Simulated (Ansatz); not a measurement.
BaF2 (fluorite)

```yaml
crystal:
  lattice:
    - [0.00000, 3.06871, 3.06871]
    - [3.06871, 0.00000, 3.06871]
    - [3.06871, 3.06871, 0.00000]
  atoms:
    - { symbol: Ba, position: [0.00000, 0.00000, 0.00000] }
    - { symbol: F, position: [0.25000, 0.25000, 0.25000] }
    - { symbol: F, position: [0.75000, 0.75000, 0.75000] }
```

The slice is a {110} plane (indices of the conventional cell) through the point (0.000, 0.000, 0.000) (fractional), spanned by u = [100] and v = [1 -1 -1] in vectors of this cell: u (4.34 Å) and v (6.14 Å, at 90° to u). It covers one period; positions are fractions (u, v).

These are PBEsol (plane waves to 420 eV, PAW, scalar-relativistic; Ansatz, a first-principles code) values and carry that method's errors. k mesh 9×9×9. These are valence fields of a PAW run, semicore shells included where kept as valence: close to a nucleus they are smooth pseudo fields. BaF2 was relaxed with its symmetry unable to fall.

Three fields on this plane, each scaled to ten steps between its own extremes (0 low, 9 high; the total valence density on a logarithmic scale, the potential cut 8 eV below its top; x marks points blanked near nuclei; v = 0 in the bottom row):

Map A
```
|xxxxx01579997510xxxx|
|xxxxx02689998620xxxx|
|xxxx0047xxxxx7400xxx|
|xxx0036xxxxxxx6300xx|
|000035xxxxxxxxx63000|
|012467xxxxxxxxx76421|
|455678xxxxxxxxx87655|
|677889xxxxxxxxx98877|
|888899xxxxxxxxx99888|
|8889999xxxxxxx999998|
|99999999xxxxx9999999|
|99999999999999999999|
|99999999999999999999|
|99999999999999999999|
|99999999999999999999|
|99999999999999999999|
|99999999xxxxx9999999|
|8899999xxxxxxx999988|
|888899xxxxxxxxx99888|
|677889xxxxxxxxx98877|
|455678xxxxxxxxx87655|
|012467xxxxxxxxx76421|
|000036xxxxxxxxx53000|
|xxx0036xxxxxxx6300xx|
|xxxx0047xxxxx7400xxx|
|xxxxx02689998620xxxx|
|xxxxx01579997510xxxx|
|xxxxx00578987500xxxx|
```

Map B
```
|xxxxx98666666689xxxx|
|xxxxx98777777789xxxx|
|xxxx9888xxxxx8889xxx|
|xxx9888xxxxxxx8889xx|
|999877xxxxxxxxx77899|
|887777xxxxxxxxx77778|
|666567xxxxxxxxx76566|
|444567xxxxxxxxx76544|
|333456xxxxxxxxx65433|
|2223467xxxxxxx764322|
|11123567xxxxx7653211|
|00123456677766543210|
|00012345566655432100|
|00012334555554332100|
|00012345566655432100|
|00123456677766543210|
|11123567xxxxx7653211|
|2223467xxxxxxx764322|
|333456xxxxxxxxx65433|
|444567xxxxxxxxx76544|
|666567xxxxxxxxx76566|
|887777xxxxxxxxx77778|
|999877xxxxxxxxx77899|
|xxx9888xxxxxxx8889xx|
|xxxx9888xxxxx8889xxx|
|xxxxx98777777789xxxx|
|xxxxx98666666689xxxx|
|xxxxx98655555689xxxx|
```

Map C
```
|xxxxx83000000039xxxx|
|xxxxx71013331017xxxx|
|xxxx8301xxxxx1038xxx|
|xxx9411xxxxxxx1149xx|
|998511xxxxxxxxx11589|
|764101xxxxxxxxx10146|
|220003xxxxxxxxx30002|
|000014xxxxxxxxx41000|
|000014xxxxxxxxx41000|
|0000135xxxxxxx531000|
|00000135xxxxx5310000|
|00000012333332100000|
|00000000000000000000|
|00000000000000000000|
|00000000000000000000|
|00000012333332100000|
|00000135xxxxx5310000|
|0000135xxxxxxx531000|
|000014xxxxxxxxx41000|
|000014xxxxxxxxx41000|
|220003xxxxxxxxx30002|
|764101xxxxxxxxx10146|
|998511xxxxxxxxx11589|
|xxx9411xxxxxxx1149xx|
|xxxx8301xxxxx1038xxx|
|xxxxx71013331017xxxx|
|xxxxx93000000038xxxx|
|xxxxx94000000049xxxx|
```

Assign the maps to these fields: electron localisation function (ELF); valence electron density; electrostatic potential energy of an electron, from the cell's mean.

A is the electrostatic potential energy of an electron, from the cell's mean; B is the valence electron density; C is the electron localisation function (ELF).
